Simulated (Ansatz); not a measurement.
A distorted cell of In$_{2}$Si$_{2}$O$_{7}$ (space group C2/m):

```xyz
11
Lattice="3.2827 -4.2785 0.0000 3.2827 4.2785 0.0000 -1.0162 0.0000 4.5749" Properties=species:S:1:pos:R:3 pbc="T T T"
In     3.2827     1.6716     0.0000
In     3.2827    -1.6716     0.0000
Si     1.0457     0.0000     1.8510
Si     4.5036     0.0000     2.7239
O      4.2377    -1.3080     3.6513
O      1.3116     1.3080     0.9236
O      1.3116    -1.3080     0.9236
O      4.2377     1.3080     3.6513
O     -0.5081     0.0000     2.2875
O      3.6604     0.0000     1.3323
O      1.8889     0.0000     3.2426
```

All values below come from LDA (plane waves to 420 eV, PAW, scalar-relativistic; Ansatz, a program for electronic structure). k mesh 5×5×6 (Γ-centred), Fermi-Dirac smearing 0.05 eV. Stress and pressure are positive under compression. In2Si2O7 was relaxed with its symmetry unable to fall.

Problem. Predict the force on every atom, in eV/Å.

Solution. 
| atom | Fx | Fy | Fz |
|---|---|---|---|
| In1 | 0.000 | -0.821 | 0.000 |
| In2 | 0.000 | 0.821 | 0.000 |
| Si3 | 0.019 | 0.000 | 0.248 |
| Si4 | -0.019 | 0.000 | -0.248 |
| O5 | -0.130 | -0.167 | -0.437 |
| O6 | 0.130 | 0.167 | 0.437 |
| O7 | 0.130 | -0.167 | 0.437 |
| O8 | -0.130 | 0.167 | -0.437 |
| O9 | 0.000 | 0.000 | 0.000 |
| O10 | 0.267 | 0.000 | -0.240 |
| O11 | -0.267 | 0.000 | 0.240 |

Problem. What is the stress tensor (GPa)?

Solution. 
```
   0.72     0.00    -0.51
   0.00     2.30     0.00
  -0.51     0.00    -0.35
```
The pressure, a third of the trace, is 0.89 GPa.

(A displaced cell: forces are minus the slopes of the energy, force constants its curvatures, and phonons follow from these.)
